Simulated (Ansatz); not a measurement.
K$_{2}$NaGaP$_{2}$:
```xyz
12
Lattice="-3.2843 7.1907 3.1715 3.2843 -7.1907 3.1715 3.2843 7.1907 -3.1715" Properties=species:S:1:pos:R:3 pbc="T T T"
K      1.6201     2.5061     3.1715
K      1.6642     4.6845     0.0000
K     -1.6642     4.6845     3.1715
K      4.9484     2.5061     0.0000
Na     0.0000     0.0000     4.7573
Na     0.0000     0.0000     1.5858
Ga     3.2843     0.0000     1.5858
Ga     0.0000     7.1907     1.5858
P      1.3077     5.8582     3.1715
P      1.9766     1.3325     0.0000
P      1.3077     8.5232     0.0000
P      1.9766    -1.3325     3.1715
```

Tensor components refer to the Cartesian frame of this cell.

Q: Give the high-frequency dielectric tensor and the Born effective charge tensors of the independent atoms from DFPT, DFT-PBEsol in the program Ansatz with PAW potentials.

A: 
ε∞:
```
6.57  0.00  0.00
0.00  5.71  0.00
0.00  0.00  7.71
```
Z* of atom 1 (K), rows: field, columns: displacement, in e:
```
 1.00  -0.28   0.00
-0.12   1.34   0.00
 0.00   0.00   1.10
```
Z* of atom 5 (Na), rows: field, columns: displacement, in e:
```
1.38  0.00  0.00
0.00  0.26  0.00
0.00  0.00  0.83
```
Z* of atom 7 (Ga), rows: field, columns: displacement, in e:
```
1.41  0.00  0.00
0.00  0.95  0.00
0.00  0.00  3.64
```
Z* of atom 9 (P), rows: field, columns: displacement, in e:
```
-2.40   0.66   0.00
 0.50  -1.95   0.00
 0.00   0.00  -3.34
```

Static charges for comparison (Bader): K1 +0.72, Na5 +0.76, Ga7 +0.65, P9 -1.43 e. Born charges measure polarisation by displacement and can exceed these by far.

Space group Ibam. The workflow started from a Materials Project entry (that database holds measured and hypothetical structures alike); the Crystallography Open Database files this formula in space group No. 72, but the cells were not matched. Whether it is the stable phase at ambient conditions was not checked. Symmetry was held in the PBEsol relaxation; whether a distortion lowers the energy is not shown. Spin–orbit coupling is left out wherever it is not named.

Potentials: the later of the program's two PAW sets.
